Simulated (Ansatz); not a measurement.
TiTe₂: a fit and a missing row

TiTe₂, P-3m1, a = 3.696 Å, c = 6.384 Å. The structure is a COD entry; whether it is the stable form wasn't checked. Ansatz: PBE+D3(BJ), PAW, 420 eV, Γ-centred 12×12×8 mesh on 3 atoms, Gaussian smearing 0.10 eV; no spin polarisation. Shape and atoms are relaxed at each volume; pressure is positive in compression.

```tsv
V (Å³/atom)	P (GPa)
22.154	7.90
22.909	5.27
23.664	3.14
24.419	1.39
25.175	0.02
25.930	?
26.685	-1.89
27.692	-2.47
```

**Question.** Take V0 = 25.175 Å³/atom, count pressures from its P0 = 0.02 GPa, fit the third-order Birch–Murnaghan form to the other rows, and predict the missing pressure.

**Answer.** With the Eulerian strain f = ½[(V0/V)^(2/3) − 1] and y = (P − P0)/[3f(1 + 2f)^(5/2)], the form is the line y = B0 + 1.5 B0 (B0′ − 4) f. Rows (f, y): 0.04448, 47.7; 0.03245, 46.1; 0.02106, 44.5; 0.01027, 42.3; -0.01904, 36.8; -0.03078, 31.6. Means f = 0.009740, y = 41.500; Σ(Δf)² = 0.004321, ΣΔfΔy = 0.8907; the slope is their ratio. y = 39.49 + 206.1 f GPa, so B0 = 39.5 GPa and B0′ = 4 + 2 × (206.1)/(3 × 39.49) = 7.48. At V = 25.930, f = -0.00975, y = 37.48 and P = -1.02 GPa. The run gave -1.08 GPa, so the fit is 0.06 GPa too high, within the rms miss on the fitted rows (0.09 GPa).